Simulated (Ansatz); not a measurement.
# Strain and the gap of NaBaBr₃ (cubic perovskite)

NaBaBr₃ (cubic perovskite), relaxed with r2SCAN in Ansatz. Space group Pm-3m (No. 221), cubic; a = 6.261 Å in the conventional setting, 49.08 Å³ an atom. Around Na lie 12 Br at 4.43 Å; around Ba lie 6 Br at 3.13 Å; around Br lie 2 Ba at 3.13 Å and 4 Na at 4.43 Å.

The axes x, y and z are those of this cell:
```
Na Ba Br
1.0
     6.26057    0.00000    0.00000
     0.00000    6.26057    0.00000
     0.00000    0.00000    6.26057
Na Ba Br
1 1 3
Direct
  0.00000 0.00000 0.00000
  0.50000 0.50000 0.50000
  0.50000 0.50000 0.00000
  0.50000 0.00000 0.50000
  0.00000 0.50000 0.50000
```

Unstrained: PBE gives an indirect gap of 2.866 eV, from R to Γ; the least direct gap is 3.029 eV at Γ. The r2SCAN gap is indirect, 3.637 eV (R to Γ), below the direct gap of 3.792 eV at Γ. With HSE06 the valence top lies at R and the conduction bottom at Γ, 3.967 eV higher; the smallest vertical gap, at Γ, is 4.150 eV. Meshes: PBE 4×4×4, r2SCAN 4×4×4, HSE06 2×2×2. Strains are changes of length per length. After each strain the atoms were relaxed again with r2SCAN within the symmetry that the strain leaves, so tilts or polar shifts that break it weren't tested; points keep the names that they have in the unstrained zone. (Calculated; spin-unpolarised; the phase may be known or hypothetical.)

Changes of the least gap in eV (an overlap counts as a negative gap):
```csv
strain,volume change (%),space group,PBE,r2SCAN,HSE06,"energy rise, r2SCAN (meV/atom)"
uniaxial +2.5 % along x,+2.5,P4/mmm,-0.026,-0.019,-0.026,3.4
"epitaxial +2.0 % in the xy plane, free normal strain -0.36 %",+3.7,P4/mmm,-0.028,-0.017,-0.027,4.8
uniaxial +4.0 % along z,+4.0,P4/mmm,-0.043,-0.031,-0.041,8.2
"epitaxial +3.0 % in the xy plane, free normal strain -0.54 %",+5.5,P4/mmm,-0.042,-0.026,-0.040,10.4
```

Uniaxial +2.5 % along x, other directions held. HSE06: the gap goes from 3.967 to 3.941 eV (-0.026 eV). Stress change with r2SCAN, compression positive: xx -0.85, yy -0.09, zz -0.09 GPa.

Epitaxial +2.0 % in the xy plane, free normal strain -0.36 %. HSE06: the gap goes from 3.967 to 3.940 eV (-0.027 eV). Stress change with r2SCAN, compression positive: xx -0.74, yy -0.74, zz +0.01 GPa.

Uniaxial +4.0 % along z, other directions held. HSE06: the gap goes from 3.967 to 3.926 eV (-0.041 eV). Stress change with r2SCAN, compression positive: xx -0.13, yy -0.13, zz -1.24 GPa.

Epitaxial +3.0 % in the xy plane, free normal strain -0.54 %. HSE06: the gap goes from 3.967 to 3.927 eV (-0.040 eV). Stress change with r2SCAN, compression positive: xx -1.05, yy -1.05, zz +0.02 GPa.

Spin-orbit coupling is left out.

The meshes of the hybrids are coarse, so their gaps aren't converged to the digits shown.
